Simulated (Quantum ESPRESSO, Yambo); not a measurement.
WO$_{3}$ (space group P4/mmm, No. 123) under biaxial strain of -1 % along x and y, z relaxed. The PBEsol cell relaxed from Materials Project entry mp-19390 was given a biaxial strain of -1 % along x and y, z relaxed, and the atoms were relaxed again. Chain: PBEsol (Quantum ESPRESSO, PseudoDojo norm-conserving, 84 Ry, scalar-relativistic); G0W0 in Yambo (4×4×4 Γ-centred k mesh, bands 2 to 131 and a 10 Ry block in the screening, 131 bands in G with the Bruneval-Gonze terminator, plasmon pole fitted at 27.2 eV); BSE (8×8×8 mesh, 6 valence and 3 conduction bands, static screening with 36 bands and a 4 Ry block, scissor 0.97 eV, Tamm-Dancoff).

```yaml
PBEsol gap (dense path): 0.61 eV
PBEsol gap A → Γ on the GW mesh: 0.61 eV
PBEsol smallest direct gap on the GW mesh, at Γ: 1.66 eV
G0W0 direct gap at that point: 2.63 eV
G0W0 correction to the gap A → Γ: 0.88 eV
direct gap on the BSE mesh, with the scissor: 2.63 eV
first BSE state allowed for light along x: 2.49 eV
lowest BSE state: 2.45 eV
binding_of_the_lowest_exciton: 0.18 eV
```

Rough cost of the Yambo steps against G0W0 for 6 states: BSE within a factor of two.

Convergence of the G0W0 settings was not tested. The BSE states are vertical excitations (zero momentum); the indirect quasiparticle gap, about 1.49 eV, is smaller than the direct one (2.63 eV on the GW mesh). Convergence of the binding with the mesh was not shown. Axes are Cartesian, with cell vectors (Å) (3.76, 0.00, 0.00), (0.00, 3.76, 0.00), (0.00, 0.00, 3.80).

Spin-orbit coupling is left out, which matters for elements this heavy: edges can move by tenths of an eV.

The structure is a Materials Project entry; no match was found in the copy of COD used, and its stability was not checked.
